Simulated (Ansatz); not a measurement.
ZrTiO$_{4}$:
Space group P2₁2₁2 (No. 18); a = 4.725 Å, b = 5.076 Å, c = 5.628 Å, α = β = γ = 90.00°

```
atom  site  symmetry       x       y       z
----  ----  --------  ------  ------  ------
Zr      2b       ..2  0.0000  0.5000  0.4223
Ti      2a       ..2  0.0000  0.0000  0.0697
O       4c         1  0.2369  0.3229  0.1248
O       4c         1  0.2827  0.3396  0.6494
```

Relaxed with PBEsol. PBEsol in the plane-wave PAW code Ansatz gives a gap of 2.78 eV.

What gap does HSE06 give on the same cell (Ansatz, PAW)?

4.39 eV, 1.61 eV more. The hybrid was solved on a coarser mesh and at special points; the gap given is the minimum over both.

| k | v1 PBEsol | c1 PBEsol | v1 HSE06 | c1 HSE06 |
|---|---|---|---|---|
| Γ | 0.00 | 2.78 | 0.00 | 4.39 |
| X | -0.21 | 3.20 | [?] | [?] |
| Z | -0.03 | 2.86 | -0.06 | 4.47 |
| U | -0.30 | 3.09 | [?] | [?] |
| Y | -0.13 | 2.89 | -0.18 | 4.49 |
| S | -0.33 | 3.30 | [?] | [?] |
| T | -0.27 | 3.01 | [?] | [?] |
| R | -0.72 | 3.29 | -0.78 | 4.92 |

Top valence (v1) and lowest conduction level (c1) in eV from each method's valence maximum (which need not be a listed point): supply the withheld HSE06 values.


- T, v1 HSE06: -0.31
- T, c1 HSE06: 4.62
- U, v1 HSE06: -0.35
- U, c1 HSE06: 4.73
- S, v1 HSE06: -0.39
- S, c1 HSE06: 4.95
- X, v1 HSE06: -0.24
- X, c1 HSE06: 4.84

Cost on shared cores: the PBEsol run (SCF on a 6×6×5 mesh, then bands and DOS) about 4 core-minutes (a rough figure), the HSE06 run (SCF on 4×3×3, then a few points) very roughly 4 core-minutes; the tasks are unlike.

Space group P2_12_12. The first step of the workflow began from a Materials Project structure, measured or hypothetical; the Crystallography Open Database copy checked does not list it. With Zr and Ti taken as one species the cell has the higher symmetry Pbcn, so it may be an ordered model of a mixed-site phase. Its standing as an ambient phase is unchecked. The PBEsol relaxation kept the symmetry of its start; whether a distortion lowers the energy is not shown. No spin polarisation was allowed. Spin–orbit coupling is left out wherever it is not named.

Potentials: the later of the program's two PAW sets.
